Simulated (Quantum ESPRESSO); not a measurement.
# Kohn-Sham bands of ZnHgS2 (R3m)

```xyz
4
Lattice="-2.0184 3.4959 0.0000 -4.0367 0.0000 0.0000 -2.0184 1.1653 6.6503" Properties=species:S:1:pos:R:3 pbc="T T T"
Zn    -2.0184     1.1653    -3.3078
Hg     0.0000     0.0000    -0.0572
S      0.0000     0.0000    -2.6197
S      2.0184    -1.1653     0.9973
```

Cell from Materials Project (mp-1215447), symmetrised, no further relaxation. Not found in the COD (Crystallography Open Database) copy used; not checked further. Method: PBEsol plane waves in Quantum ESPRESSO 7.5 (PseudoDojo norm-conserving files, 68 Ry, spinors with spin-orbit coupling), Bloch states on a 4×4×4 mesh through Γ, Wannier90 4.0.1. Density: 10×10×10 mesh, Gaussian smearing 0.01 Ry. With spin-orbit coupling a semilocal functional can close or falsely invert a small gap; the band order was not checked against a better method. The gap is small at this level and was sampled on the meshes and a path alone.

Energies are relative to the valence-band maximum; weights are on the orthonormalised atomic waves of the pseudopotential files, averaged over the group. 52 electrons a cell are treated as valence.

| bands | from (eV) | to (eV) | filling | weight on atomic waves |
|---|---|---|---|---|
| 1–2 | -125.03 | -125.03 | filled | ___ |
| 3–4 | -113.91 | -113.91 | filled | ___ |
| 5–6 | -81.39 | -81.39 | filled | ___ |
| 7–10 | -78.33 | -78.32 | filled | ___ |
| 11–12 | -75.91 | -75.91 | filled | ___ |
| 13–16 | -57.57 | -57.56 | filled | ___ |
| 17–20 | -13.05 | -12.15 | filled | ___ |
| 21–24 | -7.41 | -6.96 | filled | ___ |
| 25–52 | -6.73 | 0.00 | filled | ___ |

**Question.** Which atomic shells make up each group?

**Answer.** 
- 1–2, weight on atomic waves: Zn 3s 100 %
- 3–4, weight on atomic waves: Hg 5s 100 %
- 5–6, weight on atomic waves: Zn 3p 100 %
- 7–10, weight on atomic waves: Zn 3p 100 %
- 11–12, weight on atomic waves: Hg 5p 100 %
- 13–16, weight on atomic waves: Hg 5p 100 %
- 17–20, weight on atomic waves: S 3s 85 %, Zn 4s 5 %, Hg 6s 4 %
- 21–24, weight on atomic waves: Hg 5d 86 %, S 3p 7 %, Zn 3d 5 %
- 25–52, weight on atomic waves: S 3p 35 %, Zn 3d 35 %, Hg 5d 23 %

The Kohn-Sham gap over both meshes and the path is 0.23 eV.
